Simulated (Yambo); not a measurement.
G0W0@LDA for Ba₂MgMoO₆ (space group Fm-3m, No. 225) in Yambo. Reference settings: 2×2×2 Γ-centred k mesh, bands 3 to 214 and a 7 Ry block in the screening, 214 bands in G with the Bruneval-Gonze terminator, plasmon pole fitted at 27.2 eV. The LDA gap Γ → X on this mesh is 1.98 eV; G0W0 gaps are taken between the same points.

With and without the terminator, as bands are cut:

| bands in G (in W) | gap, terminator (eV) | gap, none (eV) | valence shift, terminator (eV) | valence shift, none (eV) |
|---|---|---|---|---|
| 64 (64) | 3.893 | 4.110 | -0.129 | 0.234 |
| 91 (91) | 3.695 | 3.878 | -0.139 | 0.231 |
| 127 (127) | 3.609 | 3.736 | -0.234 | 0.093 |
| 170 (170) | 3.547 | 3.623 | -0.304 | -0.031 |
| 214 (214) | 3.524 | 3.577 | -0.347 | -0.123 |

Over this range the gap spans 0.369 eV with the terminator and 0.533 eV without, the valence shift 0.218 eV and 0.357 eV. Neither column has reached its limit for certain.

Spin-orbit coupling is not included.

Geometry of the Materials Project entry, not relaxed at this level; primitive cell a = b = c = 5.807 Å, α = β = γ = 60.00°.

The structure is a Materials Project entry; no match was found in the copy of COD used, and its stability was not checked.

A shift is the quasiparticle energy of the state minus its LDA energy.
